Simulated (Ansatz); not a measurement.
Yb (fcc, Cu type)

```
CELL_PARAMETERS angstrom
      0.00000     2.59899     2.59899
      2.59899     0.00000     2.59899
      2.59899     2.59899     0.00000
ATOMIC_POSITIONS crystal
  Yb 0.00000 0.00000 0.00000
```

The slice is a {100} plane (indices of the conventional cell) through the point (0.000, 0.000, 0.000) (fractional), spanned by u = [100] and v = [0 1 -1] in vectors of this cell: u (3.68 Å) and v (3.68 Å, at 90° to u). It covers one period; positions are fractions (u, v).

All values below come from r2SCAN (plane waves to 500 eV, PAW, scalar-relativistic; Ansatz, an electronic-structure program). k mesh 15×15×15. These are valence fields of a PAW run, semicore shells included where kept as valence: close to a nucleus they are smooth pseudo fields. The PAW data are Ansatz's earlier set. The relaxed volume of Yb is well below the measured one. Yb is run without spin polarisation. Yb was relaxed with its symmetry unable to fall. The f-shell state is unchecked: a lower one may exist.

Task: What is the valence density on the shortest Yb–Yb line in this plane (3.68 Å), at its midpoint?

Result: 0.08 e/Å³.

Task: What is the ELF at the midpoint of the shortest Yb–Yb line in this plane (3.68 Å)?

Result: 0.20.

Task: Sketch the electrostatic potential energy of an electron, from the cell's mean on this plane as a map.

Result: 
```
v \ u  0.00  0.09  0.19  0.28  0.38  0.47  0.56  0.66  0.75  0.84  0.94
-----  ----  ----  ----  ----  ----  ----  ----  ----  ----  ----  ----
0.88      x     x     x  <1.0   4.1   6.4   5.9   2.6  <1.0     x     x
0.75      x     x  <1.0   3.5   6.6   7.9   7.6   5.8   2.1  <1.0     x
0.62    2.8   3.6   5.3   7.2   8.5   9.2   9.1   8.2   6.6   4.7   3.2
0.50    5.9   6.2   7.2   8.3   9.2   9.7   9.6   9.0   8.0   6.9   6.0
0.38    2.8   3.6   5.3   7.2   8.5   9.2   9.1   8.2   6.6   4.7   3.2
0.25      x     x  <1.0   3.5   6.6   7.9   7.6   5.8   2.1  <1.0     x
0.12      x     x     x  <1.0   4.1   6.4   5.9   2.6  <1.0     x     x
0.00      x     x     x  <1.0   2.8   5.7   5.2   1.1     x     x     x
```

Values: electrostatic potential energy of an electron, from the cell's mean, in eV. Points within 1 Å of a nucleus are blanked (x), as the pseudised field means little there. Values under 1 eV are set to 1. The zero, the cell's mean, hangs on the PAW cores.
